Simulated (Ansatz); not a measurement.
A relaxed structure of SrVO$_{3}$. Space group Pm-3m (No. 221), cubic perovskite type. These are PBEsol (plane waves to 420 eV, PAW, scalar-relativistic; Ansatz, a quantum-chemistry and plane-wave program) values and carry that method's errors.

```cif
data_O3SrV
_chemical_formula_sum 'O3 V1 Sr1'
_space_group_name_H-M_alt 'P 1'
_space_group_IT_number 1
_cell_length_a 3.80947
_cell_length_b 3.80947
_cell_length_c 3.80947
_cell_angle_alpha 90.000
_cell_angle_beta 90.000
_cell_angle_gamma 90.000
loop_
_space_group_symop_operation_xyz
  'x, y, z'
loop_
_atom_site_label
_atom_site_type_symbol
_atom_site_fract_x
_atom_site_fract_y
_atom_site_fract_z
_atom_site_occupancy
O1 O 0.00000 0.00000 0.50000 1
O2 O 0.50000 0.00000 0.00000 1
O3 O 0.00000 0.50000 0.00000 1
V1 V 0.00000 0.00000 0.00000 1
Sr1 Sr 0.50000 0.50000 0.50000 1
```

Q: What magnetic moment does PBEsol give?

A: Zero (the starting moments vanished).

No spin polarisation in the result: the starting moments vanished. The relaxed primitive cell holds an odd number of electrons. A magnetic state may lie lower. The d or f electrons are treated with no Hubbard U.

The run could not lose the symmetry of its start.
